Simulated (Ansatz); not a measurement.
The calculation used Ansatz, DFT PBE, scalar-relativistic, plane waves, PAW. Cutoff 420 eV, Γ-centred meshes of about 0.25 Å⁻¹ or finer for metals and 0.3 Å⁻¹ for insulators (2π included), Gaussian smearing. These runs have no spin polarisation.

This relaxed MoH6 cell comes from a structure search over trial cells.

```
CELL_PARAMETERS angstrom
2.84256 0.00000 0.00000
-1.35504 2.49948 0.00000
-0.83992 -0.66251 24.67576
ATOMIC_POSITIONS crystal
H 0.02636 0.92201 0.91378
H 0.98786 0.07964 0.08754
H 0.42029 0.71842 0.64219
H 0.17810 0.55568 0.62405
H 0.61932 0.38834 0.77820
H 0.74631 0.27410 0.75989
H 0.11367 0.14691 0.48899
H 0.94640 0.92343 0.50712
H 0.33608 0.56275 0.22386
H 0.21425 0.68244 0.24219
H 0.58752 0.27313 0.35622
H 0.80961 0.47150 0.37465
Mo 0.39304 0.58409 0.95577
Mo 0.62118 0.41756 0.04555
```

Question: Does it survive phonon and random-displacement tests?

Answer: As far as tested, yes. The phonons at Γ show no imaginary mode. (Phonon run: 12×12×2 k mesh, Gaussian smearing of 0.10 eV.) After random moves of the atoms it relaxes back. Other q points weren't tested. Around H on its first site lie 3 Mo at 1.93–2.00 Å; H on its second site has 3 Mo at 1.93–2.00 Å; H on its third site has 1 H at 0.75 Å; around Mo on its first site lie 3 H at 1.93–2.00 Å and 1 Mo at 2.40 Å; 10 more sites not described.

Weakly bound directions are ill-defined at this level, which has no dispersion term. Phonons of metals hang on the k mesh and the smearing.
